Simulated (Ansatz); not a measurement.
Here is the system:

ZrGe:
```
ZrGe
1.0
    3.19967     0.00000     0.00000
   -1.59984     2.77100     0.00000
    0.00000     0.00000     4.46050
Zr Ge
1 1
Direct
  0.00000   0.00000   0.00000
  0.66667   0.33333   0.50000
```

This is the PBE-relaxed structure.

### Question
All from DFT-PBE in the program Ansatz with PAW potentials, unless another level is named. Estimate the electronic character.

### Answer
metallic (no gap).

### Question
Next, the formation energy from the elements (no fitted shifts)?

### Answer
-0.46 eV/atom.

### Question
What about the density of states at the Fermi level?

### Answer
1.1 states/eV per atom (mean over ±0.08 eV).

Space group P-6m2. A made-up cell: these elements were put on the sites of a structure type; neither database checked (COD, Materials Project) lists it. Its standing as an ambient phase is unchecked. The cell was relaxed with PBE under the symmetry of its start; whether a distortion lowers the energy is not shown. No spin polarisation was allowed. The references are the lowest solids computed at this level, not always the standard phases. Scalar-relativistic: spin–orbit coupling is off unless named, which matters more the heavier the elements.

Potentials: the later of the program's two PAW sets.
